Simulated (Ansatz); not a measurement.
C:
```yaml
crystal:
  lattice:
    - [3.55662, 0.00000, 0.00000]
    - [-1.77831, 3.08012, 0.00000]
    - [0.00000, 0.00000, 3.35744]
  atoms:
    - { symbol: C, position: [0.23240, 0.46480, 0.25000] }
    - { symbol: C, position: [0.53520, 0.76760, 0.58333] }
    - { symbol: C, position: [0.23240, 0.76760, 0.91667] }
    - { symbol: C, position: [0.76760, 0.53520, 0.75000] }
    - { symbol: C, position: [0.46480, 0.23240, 0.08333] }
    - { symbol: C, position: [0.76760, 0.23240, 0.41667] }
```

Relaxed with PBEsol. Special points in fractions of this cell's reciprocal vectors: Γ (0.000, 0.000, 0.000); M (0.500, 0.000, 0.000); K (0.333, 0.333, 0.000); A (0.000, 0.000, 0.500); L (0.500, 0.000, 0.500); H (0.333, 0.333, 0.500).

Q: List the band energies nearest the valence-band maximum at these points for PBEsol (plane waves, PAW; program Ansatz).

A: In eV from the valence-band maximum; about four levels below and three above (degenerate sets whole), none deeper than 8.9 eV; points with the same levels are listed once.

```tsv
k	below	above
Γ	-4.09 -4.09 -2.52 -1.53 -1.53	5.45 5.45 6.31
M	-2.74 -1.97 -1.57 -0.43	6.25 6.86 8.61
K	-4.45 -4.45 -2.48 -0.72 -0.72	7.31 7.31 9.63
A	-4.12 -4.12 -2.59 -2.59	5.63 5.63 7.50 7.50
L	-0.49 -0.49 -0.02 -0.02	9.44 9.44 10.18 10.18
H	-1.49 -1.49 -0.79 -0.79	9.65 9.65 11.00 11.00
```

Space group P6_122. The start of the workflow was typed in or built on a structure type; neither database checked (COD, Materials Project) lists it. It is not the phase usual at ambient conditions (space group No. 194, 227). Symmetry was held in the PBEsol relaxation; whether a distortion lowers the energy is not shown.

Potentials: the later of the program's two PAW sets.
